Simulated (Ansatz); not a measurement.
Computed with DFT PBE, scalar-relativistic, plane waves, PAW (Ansatz). Cutoff 420 eV, Γ-centred meshes of about 0.25 Å⁻¹ or finer for metals and 0.3 Å⁻¹ for insulators (2π included), Gaussian smearing. No spin polarisation.

These are static total energies at zero pressure.

Two forms of Bi2Te2O3 were relaxed alike.

A.

```
Bi Te O
1.0
     5.81477   -2.15077    0.00000
     5.81477    2.15077    0.00000
    -4.20815    0.00000    6.99285
Bi Te O
2 2 3
Direct
  0.11145 0.11145 0.85408
  0.88855 0.88855 0.14592
  0.69469 0.69469 0.36674
  0.30531 0.30531 0.63326
  0.30746 0.30746 0.10813
  0.69254 0.69254 0.89187
  0.00000 0.00000 0.00000
```

B.

```
Bi Te O
1.0
     1.83193    1.05767   13.84053
    -1.83193    1.05767   13.84053
     0.00000   -2.11533   13.84053
Bi Te O
2 2 3
Direct
  0.70481 0.70481 0.70481
  0.29519 0.29519 0.29519
  0.14115 0.14115 0.14115
  0.85885 0.85885 0.85885
  0.39372 0.39372 0.39372
  0.60628 0.60628 0.60628
  0.00000 0.00000 0.00000
```

Question: Which form is favoured at zero pressure, and by what margin per atom?

Answer: A is lower, by 132 meV/atom. A has space group C2/m (No. 12), 25.0 Å³/atom and no gap on its mesh; B has space group R-3m (No. 166), 23.0 Å³/atom and no gap. Counting O or Te atoms around Bi (for each partner element, those within 1.25 times its shortest distance or 1.15 times the sum of covalent radii, where it is the nearest in units of that sum or under 1.3; a plus sign parts groups by distance over the sum of covalent radii), A has Bi 4+3+3 and B has Bi 3+3. A holds Te–Te chains (shortest 2.85 Å); B holds Te–Te nets (shortest 2.99 Å). In A, Bi has 2 O at 2.15–2.17 Å, 2 O at 2.30 Å, 3 Te at 3.54–3.73 Å, 2 Bi at 3.57 Å, 3 Bi at 4.30–4.33 Å and 3 Te at 4.35–4.41 Å; Te has 2 Te at 2.85 Å; around O on a site of symmetry m lie 1 Bi at 2.15 Å, 2 Bi at 2.30 Å and 2 O at 2.66 Å; 1 more site not described. In B, Bi is surrounded by 3 O at 2.31 Å and 3 O at 2.64 Å; Te has 3 Te at 2.99 Å; O on a site of symmetry 3m is surrounded by 3 Bi at 2.31 Å; 1 more site not described. Both come from trial cells of a structure search, whose lowest cell (P1, 25.9 Å³/atom) lies 43 meV/atom below the lower of the two.

Weakly bound directions are ill-defined at this level, which has no dispersion term (R-3m), and this can change margins and order among such cells. These runs have no spin–orbit coupling, which can matter for Bi and Te. With atoms moved at random, A (by 43 meV/atom) fell into a lower structure. B had no clear such test and can be a saddle point. Some candidate types were left out of the draw beforehand, so a known form may be missing.
